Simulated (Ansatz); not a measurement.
**Cu: from a starting cell to a relaxed one**

The start is a generated cell, Cu placed in the simple-cubic structure type. Cell shape, volume and atoms are optimised at zero target pressure with r2SCAN (plane waves to 500 eV, PAW, scalar-relativistic; Ansatz, a quantum-chemistry and plane-wave program). The first steps use a coarse 14×14×14 k-mesh.

Input geometry:
```yaml
crystal:
  lattice:
    - [2.36171, 0.00000, 0.00000]
    - [0.00000, 2.36171, 0.00000]
    - [0.00000, 0.00000, 2.36171]
  atoms:
    - { symbol: Cu, position: [0.00000, 0.00000, 0.00000] }
```

- Outcome = The space group stays Pm-3m (No. 221) (the run could not lower it); the end is simple cubic type, with 1 atom in the primitive cell
- Energy released = under 0.01 eV/atom
- Shortest distances (start → end) = The closest pairs of elements (up to four, under 3.6 Å), start → end: Cu–Cu 2.36 → 2.37 Å
- Band gap at the end = no gap (metallic)
- Optimiser moves = 3

The end point of the relaxation:

Space group Pm-3m (No. 221); a = b = c = 2.3693 Å, α = β = γ = 90.00°

```csv
atom,site,symmetry,x,y,z
Cu,1a,m-3m,0.0000,0.0000,0.0000
```

Final values are on a 19×19×19 k-mesh of the relaxed cell. No spin polarisation in the result.

The run could not lose the symmetry of its start, so the end can be a saddle point.

The relaxed structure here is a generated cell of Cu: the first start was made by placing the elements on the sites of a structure type, and the end was not matched to a known phase here, so it may be hypothetical. Known forms of Cu include space group No. 225.
